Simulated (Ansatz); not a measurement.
Be₂Ru:
Space group Fd-3m, origin choice 1 (No. 227); a = 6.074 Å, b = 6.074 Å, c = 6.074 Å, α = 90.00°, β = 90.00°, γ = 90.00°

| atom | site | symmetry | x | y | z |
|---|---|---|---|---|---|
| Be | 16c | .-3m | 0.1250 | 0.1250 | 0.1250 |
| Ru | 8b | -43m | 0.5000 | 0.5000 | 0.5000 |
(The calculation used a cell of 6 atoms; values per cell refer to that cell.)

Relaxed with PBEsol.

Q: Decompose the optical modes at the zone centre into irreducible representations, and say which are infrared and Raman allowed.

A: Point group m-3m: Γ_opt = A2u + Eu + 2T1u + T2g + T2u. Infrared: T1u. Raman: T2g.

Q: Assign frequencies (DFPT, PBEsol (plane waves, PAW; program Ansatz)).

A: T2g 232, T1u 370, T2u 383, Eu 587, T1u 664, A2u 801 cm⁻¹.

A made-up cell: these elements were put on the sites of a structure type; neither database checked (COD, Materials Project) lists it. Whether it is the stable phase at ambient conditions was not checked. The cell was relaxed with PBEsol under the symmetry of its start; its stability against distortions is not shown here. The run is not spin-polarised. As this level gives no gap, phonon frequencies hold no LO–TO term and depend on the k-mesh and smearing (Fermi–Dirac, 0.1 eV here).

Potentials: the earlier of the program's two PAW sets. The files were generated under PBE; for other functionals the program regenerates the frozen cores, and for LDA and PBEsol the local potential too.
